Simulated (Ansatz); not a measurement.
MgB: from a first guess to the relaxed CsCl type

First guess:

```yaml
crystal:
  lattice:
    - [2.94125, 0.00000, 0.00000]
    - [0.00000, 2.94125, 0.00000]
    - [0.00000, 0.00000, 2.94125]
  atoms:
    - { symbol: B, position: [0.00000, 0.00000, 0.00000] }
    - { symbol: Mg, position: [0.50000, 0.50000, 0.50000] }
```

Method: DFT, PBE, PAW with Ansatz's default frozen-core files, scalar-relativistic in Ansatz 0.2.0.

Cell and atoms relax within the symmetry of the start on a 11×11×11 k mesh with 0.05 eV Fermi–Dirac smearing.

The start is built from a prototype, known or not as a phase of this compound; the cutoff is 420 eV.

What is the pressure of the first guess?

-3.74 GPa.

What does it relax to?

a = 2.893 Å, b = 2.893 Å, c = 2.893 Å, α = 90.00°, β = 90.00°, γ = 90.00° (conventional cell), 12.11 Å³ per atom:
Space group Pm-3m (No. 221). a = 2.893 Å, b = 2.893 Å, c = 2.893 Å, α = 90.00°, β = 90.00°, γ = 90.00°
```
atom  site  symmetry       x       y       z
   B    1a      m-3m  0.0000  0.0000  0.0000
  Mg    1b      m-3m  0.5000  0.5000  0.5000
```

How much energy does the relaxation release?

7 meV/atom.
